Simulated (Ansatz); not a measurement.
BN in space group P6_3/mmc (No. 194; B on 2c, N on 2d) under volume change, PBE+D3(BJ) (plane waves, PAW; program Ansatz), shape and atoms relaxed at each volume.

```tsv
V (Å³/atom)	E − E(relaxed) (meV/atom)	P (GPa)
8.190	8.8	4.15
8.460	?	?
8.730	?	?
9.000	0.0	-0.01
9.270	0.6	-0.70
9.540	2.2	-1.16
9.810	4.4	-1.46
```

Task: What belongs in the gaps?

Result: 
- 8.460, E − E(relaxed) (meV/atom): 3.4
- 8.460, P (GPa): 2.32
- 8.730, E − E(relaxed) (meV/atom): 0.8
- 8.730, P (GPa): 0.96

Task: What does a third-order Birch–Murnaghan fit give for V₀, B₀ and B′?

Result: V₀ = 9.00 Å³/atom, B₀ = 27.7 GPa, B′ = 10.7.

Symmetry was held in the PBE+D3(BJ) relaxation; phonons on a q-mesh show no instability.

Potentials: the later of the program's two PAW sets.
